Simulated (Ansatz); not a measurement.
Values for one crystal, relaxed and computed with DFT-r²SCAN in the program Ansatz with PAW potentials; other levels are named.

* **Volume per atom**: 9.31 Å³
* **Band gap**: 8.54 eV (direct)
* **Valence-band maximum**: at Γ
* **Elastic constants (relaxed ions, GPa)**: C11 = 85.6, C12 = 63.0, C13 = 39.3, C33 = 118, C44 = 53.8
* **Mechanical stability**: stable (all eigenvalues of C positive)
* **Debye temperature from the elastic constants**: 543 K
* **Conduction-band minimum**: at Γ

### Question
Pick the material that matches.
A. CrN, R-3m (Cr on 3a, N on 3b)
B. LaAs, rock salt
C. LiF, P6_3/mmc (Li on 2d, F on 2c)
D. TeSe, P1 (Pearson symbol aP6)

### Answer
C, LiF, P6_3/mmc (Li on 2d, F on 2c)

The start of the workflow was typed in or built on a structure type; neither database checked (COD, Materials Project) lists it. It is not the phase usual at ambient conditions (space group No. 225). The cell was relaxed with r²SCAN under the symmetry of its start; its stability against distortions is not shown here.

Potentials: the earlier of the program's two PAW sets.
